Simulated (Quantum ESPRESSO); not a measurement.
## Kohn-Sham bands of CaS (rock salt)

```
CaS
1.0
    0.00000     2.85237     2.85237
    2.85237     0.00000     2.85237
    2.85237     2.85237     0.00000
Ca S
1 1
Direct
  0.00000   0.00000   0.00000
  0.50000   0.50000   0.50000
```

Structure: Materials Project mp-1672, symmetrised, not relaxed again. COD (Crystallography Open Database) has an entry of this formula and space group (matched by these alone). Method: PBEsol plane waves in Quantum ESPRESSO 7.5 (PseudoDojo norm-conserving files, 55 Ry, no spin polarisation, no spin-orbit coupling), Bloch states on a 10×10×10 mesh through Γ, Wannier90 4.0.1. Density: 10×10×10 mesh, cold smearing 0.01 Ry.

Energies are relative to the valence-band maximum; weights are on the orthonormalised atomic waves of the pseudopotential files, averaged over the group. 16 electrons a cell are treated as valence.

Into which isolated groups do the bands fall, where do they lie and what are they made of?


| bands | from (eV) | to (eV) | filling | weight on atomic waves |
|---|---|---|---|---|
| 1 | -39.04 | -39.03 | filled | Ca 3s 99 % |
| 2–4 | -20.27 | -20.10 | filled | Ca 3p 99 % |
| 5 | -11.31 | -10.49 | filled | S 3s 89 %, Ca 4s 9 % |
| 6–8 | -3.13 | 0.00 | filled | S 3p 90 %, Ca 4s 5 % |

The Kohn-Sham gap over both meshes and the path is 2.25 eV.
